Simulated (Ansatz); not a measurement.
# Two-dimensional strain map in Ir

The calculation used Ansatz 0.2.0, DFT r2SCAN, scalar-relativistic, plane waves, PAW. Cutoff 500 eV, Γ-centred 22×22×22 k-points, Gaussian smearing of 0.15 eV. Spin–orbit coupling is left out, which can shift energies with elements as heavy as these. No spin polarisation. Energies are free energies at this smearing, counted from the undisturbed cell; pressure is positive in compression.

Zero of the scan (as given, not relaxed at this level; it stands at 1.6 GPa):

```
Ir
1.0
     0.00000    1.91970    1.91970
     1.91970    0.00000    1.91970
     1.91970    1.91970    0.00000
Ir
1
Cartesian
  0.0000 0.0000 0.0000
```

The cell is strained by p along both x and y and by q along z, fractional coordinates fixed. Points are written (p, q).

Energy above the undisturbed cell in meV/atom (a dash: not computed):

```csv
p \ q,-0.030,-0.015,0.000,0.015,0.030
-0.030,167.8,119.3,87.0,69.5,65.2
-0.015,77.6,–,22.9,–,–
0.000,31.2,–,0.0,–,19.5
0.030,47.0,–,56.1,–,109.2
```

Pressure in GPa:

```
 p \ q  -0.030  -0.015  0.000  0.015  0.030
-0.030    45.8    37.0   29.1   22.0   15.6
-0.015    28.8       –   14.2      –      –
 0.000    14.5       –    1.6      –   -8.8
 0.030    -8.0       –  -17.8      –  -25.7
```